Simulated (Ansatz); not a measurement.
**Energy and pressure of Cr3Pd against volume, without spin**

These are results of DFT PBEsol, scalar-relativistic, plane waves, PAW (Ansatz), not measurements.

```
Cr Pd
1.0
     3.71759    0.00000    0.00000
     0.00000    3.71759    0.00000
     0.00000    0.00000    3.71759
Cr Pd
3 1
Direct
  0.00000 0.50000 0.50000
  0.50000 0.00000 0.50000
  0.50000 0.50000 0.00000
  0.00000 0.00000 0.00000
```

```json
{
  "plane-wave cutoff": "420 eV",
  "Γ-centred k-mesh": "12×12×12",
  "occupation rule": "Gaussian smearing, 0.1 eV",
  "spin treatment": "unpolarised"
}
```

The cell is scaled evenly at fixed fractional positions, V₀ being the volume of the cell shown; start: no spin polarisation. Energies are extrapolated to zero smearing. A spin-polarised state can lie lower, at larger volumes above all.

```
 V/V₀  E above lowest (meV/atom) P (GPa)
1.000                        0.0    -13.2
1.057                          ?        ?
1.132                      247.6    -31.0
1.226                      508.1    -37.1
```

Fill in the withheld rows.

The withheld rows:

```tsv
V/V₀	E above lowest (meV/atom)	P (GPa)
1.057	82.8	-22.6
```